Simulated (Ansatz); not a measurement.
Al$_{2}$Cu (Al2Cu type, space group I4/mcm)

```
CELL_PARAMETERS angstrom
     -3.00310     3.00310     2.39527
      3.00310    -3.00310     2.39527
      3.00310     3.00310    -2.39527
ATOMIC_POSITIONS crystal
  Al 0.65900 0.15900 0.81801
  Al 0.84100 0.65900 0.50000
  Al 0.15900 0.34100 0.50000
  Al 0.34100 0.84100 0.18199
  Cu 0.25000 0.25000 0.00000
  Cu 0.75000 0.75000 0.00000
```

The volume is varied about the relaxed value V₀ at fixed cell shape. The atoms relax within the cell's symmetry.

All values below come from r2SCAN (plane waves to 500 eV, PAW, scalar-relativistic; Ansatz, a program for electronic structure). k mesh 12×12×12 (Γ-centred), Fermi-Dirac smearing 0.05 eV. E stands for the smeared free energy. Compression counts positive. With the shape held, the modulus is that of even scaling; a crystal free to change shape is softer. Al2Cu is run without spin polarisation. Al2Cu was relaxed with its symmetry unable to fall. The PAW data are Ansatz's earlier set. ΔE is measured from the relaxed starting cell. The last digit holds for this mesh only.

```
V (Å³/atom)  ΔE (meV/atom)
-----------  -------------
12.097               179.9
12.481               118.3
12.865            withheld
13.249                38.3
13.633                16.2
14.017                 3.9
14.401                 0.0
14.785                 3.5
15.169                13.2
15.553                28.3
15.938                48.1
16.321                71.9
16.706                99.1
```

**Question.** Fit a third-order Birch-Murnaghan form (E₀, V₀, B₀, B₀′ free) to the given rows and predict ΔE at V = 12.865.

**Answer.** Least squares on the 12 given rows: ΔE = E₀ + (9V₀B₀/16)·y²·[2 + (B₀′ − 4)y], y = (V₀/V)^(2/3) − 1, with V₀ = 14.404 Å³/atom, B₀ = 113.3 GPa (160.2 GPa = 1 eV/Å³; the term in eV is multiplied by 1000), B₀′ = 4.50, E₀ = 0.10 meV/atom; root-mean-square residual 0.08 meV/atom. At 12.865 the fit gives 71.6 meV/atom; the calculation gives 71.7 meV/atom, so the interpolation is off by -0.1 (-0.1 %). For the pressure the fit gives 16.5 GPa against the computed 16.6 GPa.

(Under strain, the slope of the energy per volume gives the stress and its curvature an elastic modulus.)
